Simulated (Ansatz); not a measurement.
Relaxed-ion elastic tensor of AlBN$_{2}$ in space group P3m1 (No. 156; B on 1b, N on 1b, Al on 1c, N on 1c) in GPa (Voigt order), plane-wave PAW PBEsol (Ansatz code); density 3.33 g/cm³, 8.20 Å³ per atom.

```json
[
 {"": "1", "1": "434", "2": "162", "3": "114", "4": "-27.3", "5": "0.0", "6": "0.0"},
 {"": "2", "1": "162", "2": "434", "3": "114", "4": "27.3", "5": "0.0", "6": "0.0"},
 {"": "3", "1": "114", "2": "114", "3": "636", "4": "0.0", "5": "0.0", "6": "0.0"},
 {"": "4", "1": "-27.3", "2": "27.3", "3": "0.0", "4": "118", "5": "0.0", "6": "0.0"},
 {"": "5", "1": "0.0", "2": "0.0", "3": "0.0", "4": "0.0", "5": "118", "6": "-27.3"},
 {"": "6", "1": "0.0", "2": "0.0", "3": "0.0", "4": "0.0", "5": "-27.3", "6": "136"}
]
```

### Question
Is the crystal mechanically stable?

### Answer
Yes: the smallest eigenvalue of C is 98.0 GPa.

### Question
Work out the Voigt, Reuss and Hill averages.

### Answer
K_V = 253, K_R = 250, K_H = 252; G_V = 149, G_R = 133, G_H = 141 GPa.

### Question
Give Young's modulus, Poisson's ratio, Pugh's ratio and the universal anisotropy index.

### Answer
E = 9KG/(3K + G) = 356 GPa; ν = 0.26; K/G = 1.79 (near the Pugh limit of 1.75, no verdict); A_U = 5G_V/G_R + K_V/K_R − 6 = 0.59.

### Question
Estimate the sound speeds and the Debye temperature.

### Answer
v_l = √((K + 4G/3)/ρ) = 11500 m/s, v_t = √(G/ρ) = 6500 m/s, mean 7230 m/s; Θ = (h/k)(3n/4πV)^(1/3) v_m = 1070 K.

### Question
How much does each axis shrink under pressure?

### Answer
Linear compressibilities β_i = Σ_j S_ij (j = 1 to 3): x 1.5, y 1.5, z 1.0 per TPa.

The start of the workflow was typed in or built on a structure type; neither database checked (COD, Materials Project) lists it. Whether it is the stable phase at ambient conditions was not checked. Symmetry was held in the PBEsol relaxation; whether a distortion lowers the energy is not shown.

Potentials: the earlier of the program's two PAW sets. The files were generated under PBE; for other functionals the program regenerates the frozen cores, and for LDA and PBEsol the local potential too.
